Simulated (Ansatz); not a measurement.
Relaxed-ion elastic tensor of SiC (zinc blende, F-43m) in GPa (Voigt order), plane-wave PAW LDA (Ansatz code); density 3.28 g/cm³, 10.14 Å³ per atom.

|  | 1 | 2 | 3 | 4 | 5 | 6 |
|---|---|---|---|---|---|---|
| 1 | 404 | 143 | 143 | 0.0 | 0.0 | 0.0 |
| 2 | 143 | 404 | 143 | 0.0 | 0.0 | 0.0 |
| 3 | 143 | 143 | 404 | 0.0 | 0.0 | 0.0 |
| 4 | 0.0 | 0.0 | 0.0 | 252 | 0.0 | 0.0 |
| 5 | 0.0 | 0.0 | 0.0 | 0.0 | 252 | 0.0 |
| 6 | 0.0 | 0.0 | 0.0 | 0.0 | 0.0 | 252 |

Task: Is the crystal mechanically stable?

Result: Yes: the smallest eigenvalue of C is 252 GPa.

Task: Work out the Voigt, Reuss and Hill averages.

Result: K_V = 230, K_R = 230, K_H = 230; G_V = 203, G_R = 183, G_H = 193 GPa.

Task: Give Young's modulus, Poisson's ratio, Pugh's ratio and the universal anisotropy index.

Result: E = 9KG/(3K + G) = 453 GPa; ν = 0.17; K/G = 1.19 (brittle by the Pugh limit of 1.75); A_U = 5G_V/G_R + K_V/K_R − 6 = 0.54.

Task: Estimate the sound speeds and the Debye temperature.

Result: v_l = √((K + 4G/3)/ρ) = 12200 m/s, v_t = √(G/ρ) = 7680 m/s, mean 8450 m/s; Θ = (h/k)(3n/4πV)^(1/3) v_m = 1160 K.

Task: Give the Zener ratio and Young's modulus along [100], [110] and [111].

Result: A = 2C44/(C11 − C12) = 1.94; 1/E = S11 − 2(S11 − S12 − S44/2)Γ with Γ = 0, 1/4, 1/3 gives 329, 473, 554 GPa.

The LDA relaxation kept the symmetry of its start; phonons on a q-mesh show no instability.

Potentials: the earlier of the program's two PAW sets.
